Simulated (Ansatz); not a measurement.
Nb:
```
CELL_PARAMETERS angstrom
     -1.63502     1.63502     1.63502
      1.63502    -1.63502     1.63502
      1.63502     1.63502    -1.63502
ATOMIC_POSITIONS crystal
  Nb 0.00000 0.00000 0.00000
```

Relaxed with plane-wave PAW PBEsol (Ansatz code). Indices refer to the conventional cell of Im-3m, a = b = c = 3.2700 Å, α = β = γ = 90.00°.

Q: Simulate the powder diffraction pattern (Mo Kα, λ = 0.71073 Å; lines above 1 %) up to 2θ = 45°.

A: Simulated powder pattern, Mo Kα, λ = 0.71073 Å (kinematic, ideal powder, no thermal factors, no anomalous dispersion; the 30 strongest lines at most, above 1 %, up to 2θ = 45°):

```
2θ (°)  d (Å)  I/Imax (%)    hkl
------  -----  ----------  -----
17.68   2.312         100  (110)
25.11   1.635          18  (200)
30.88   1.335          39  (211)
35.80   1.156          12  (220)
40.20   1.034          17  (310)
44.23   0.944         4.0  (222)
```

Symmetry was held in the PBEsol relaxation. The run is not spin-polarised.

Potentials: the earlier of the program's two PAW sets.
